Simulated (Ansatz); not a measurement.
Total density of states per atom from r²SCAN in the plane-wave PAW code Ansatz, in 0.25 eV bins, energy from the Fermi level:

(E (eV), states/eV/atom): (-7.85, 4.24); (-7.60, 4.43); (-7.35, 3.79); (-7.10, 6.35); (-6.85, 2.68); (-6.60, 1.43); (-6.35, 0.17); (-6.10, 0.18); (-5.85, 0.19); (-5.60, 0.21); (-5.35, 0.18); (-5.10, 0.17); (-4.85, 0.14); (-4.60, 0.19); (-4.35, 0.21); (-4.10, 0.22); (-3.85, 0.22); (-3.60, 0.22); (-3.35, 0.24); (-3.10, 0.24); (-2.85, 0.26); (-2.60, 0.35); (-2.35, 0.36); (-2.10, 0.33); (-1.85, 0.30); (-1.60, 0.55); (-1.35, 0.48); (-1.10, 0.54); (-0.85, 0.62); (-0.60, 0.58); (-0.35, 1.01); (-0.10, 1.33); (0.15, 1.15); (0.40, 0.35); (0.65, 0.55); (0.90, 0.39); (1.15, 0.31); (1.40, 0.48); (1.65, 0.64); (1.90, 0.88); (2.15, 1.40); (2.40, 1.18); (2.65, 0.69); (2.90, 0.54); (3.15, 0.43); (3.40, 0.13); (3.65, 0.38); (3.90, 0.40); (4.15, 0.61); (4.40, 0.35); (4.65, 0.38)

Q: Which compound is it?
A. TiZn2, P6_3/mmc (Zn on 2a, Zn on 6h, Ti on 4f)
B. CoLi3Nb3O12Ti, P1 (Pearson symbol aP20)
C. Zn7Tc, Fm-3m (Zn on 24d, Zn on 4b, Tc on 4a)
D. EuZn2P2, P-3m1 (Eu on 1a, Zn on 2d, P on 2d)

A: A, TiZn2, P6_3/mmc (Zn on 2a, Zn on 6h, Ti on 4f). Within 0.5 eV of the Fermi level: Ti 3d 81 %, outside the projected shells 14 %. Projections are on Löwdin-orthogonalised atomic valence shells; empty p or d shells of many metals are not among them.

The workflow started from an entry of the Crystallography Open Database (COD). Its standing as an ambient phase is unchecked. The r²SCAN relaxation kept the symmetry of its start; its stability against distortions is not shown here. No spin polarisation was allowed.

Potentials: the later of the program's two PAW sets.
